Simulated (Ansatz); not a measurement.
Method: Ansatz 0.2.0, DFT PBE, scalar-relativistic, plane waves, PAW. Plane waves to 420 eV, a 6×6×6 mesh through Γ for the 5-atom cell and 0.10 eV Gaussian smearing; no spin polarisation.

Formation energies are uncorrected and count from the elements' standard states at the same level.

Q: Propose a candidate for a cubic metal that holds Au and 1 more element, with a formation energy near −0.08 eV/atom and a density near 3.10 g/cm³, in a cell of 5 atoms. Its symmetry should be Im-3m (No. 229).

A: Cs4Au, space group Im-3m (No. 229). Around Cs lie 2 Au at 3.99 Å and 6 Cs at 4.60 Å; Au has 8 Cs at 3.99 Å.

```xyz
5
Lattice="-4.6045 4.6045 4.6045 4.6045 -4.6045 4.6045 4.6045 4.6045 -4.6045" Properties=species:S:1:pos:R:3 pbc="T T T"
Cs    2.3023    2.3023   -2.3023
Cs   -2.3023    2.3023    2.3023
Cs    2.3023   -2.3023    2.3023
Cs    2.3023    2.3023    2.3023
Au    0.0000    0.0000    0.0000
```

- Volume per atom: 78.10 Å³
- Density: 3.10 g/cm³
- Energy over the elements: −0.08 eV/atom
- Gap on the 6×6×6 mesh of the 5-atom cell: 0 eV (a metal)

The cell was found from a structure generator's guess, not taken from experiment. The answer needn't be unique; the calculation gave this one.

These runs have no spin–orbit coupling, which can matter for Au. Symmetry constrained the relaxation, so the result can be a saddle point.
